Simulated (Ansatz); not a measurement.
Putting H into Zr

All numbers below come from DFT r2SCAN, scalar-relativistic, plane waves, PAW in Ansatz.

Cutoff 500 eV; k points 12×12×8 on the computed 2-atom cell (Γ-centred); Gaussian smearing, width 0.10 eV; no spin polarisation for the host; each changed cell takes a mesh and smearing chosen by its own gap and starts from the host's moments or customary ones, or runs without spin. Cells and atoms are relaxed to the nearest stationary point that keeps the symmetry of their start (forces under 0.02 to 0.04 eV/Å, stress under 0.1 to 0.2 GPa); energies are at zero smearing, without zero-point or thermal terms.

Relaxed host (gap on the mesh 0 eV):

```
CELL_PARAMETERS angstrom
3.24480 0.00000 0.00000
-1.62240 2.81008 0.00000
0.00000 0.00000 5.15739
ATOMIC_POSITIONS crystal
Zr 0.33333 0.66667 0.25000
Zr 0.66667 0.33333 0.75000
```

Cases: (1) 2 H in a 1×1×1 repeat of the cell, at (0.000 0.000 0.000), (0.000 0.000 0.500) in fractions of that repeat, 2.27 Å from the nearest atom of the relaxed host; (2) 1 H in a 2×2×1 repeat of the cell, at (0.000 0.000 0.000) in fractions of that repeat, 2.27 Å from the nearest atom of the relaxed host; (3) 1 H in a 2×2×1 repeat of the cell, at (0.167 0.333 0.750) in fractions of that repeat, 1.87 Å from the nearest atom of the relaxed host.

Q: Give the energy per H taken from half an H2 molecule (negative: uptake is favourable), the swelling and the final surroundings.

A:
```
case formula energy per H (eV)  ΔV (%) principal strains (%) nearest host atoms of the first H
   1      ZrH              -0.60    +4.5         +4.3 +0.1 +0.1                 6 (Zr) from 2.31 Å
   2     Zr8H              -0.50    +0.7         +0.4 +0.1 +0.1                 6 (Zr) from 2.31 Å
   3     Zr8H              -0.34    +1.9         +1.3 +1.3 -0.8                 3 (Zr) from 1.96 Å
```

Each ion keeps what symmetry its start has, so a lower place off a symmetric site can be missed, above all for H.

Relaxed structure of case 1, the lowest per ion:

Space group P6_3/mmc (No. 194). a = 3.247 Å, b = 3.247 Å, c = 5.381 Å, α = 90.00°, β = 90.00°, γ = 120.00°
```json
{"atom": "Zr", "site": "2c", "symmetry": "-6m2", "x": "0.3333", "y": "0.6667", "z": "0.2500"}
{"atom": "H", "site": "2a", "symmetry": "-3m.", "x": "0.0000", "y": "0.0000", "z": "0.0000"}
```

Cost: 5 runs of about 9.1 core-minutes in all, on Intel Xeon Platinum 8488C (Sapphire Rapids) (shared hosts).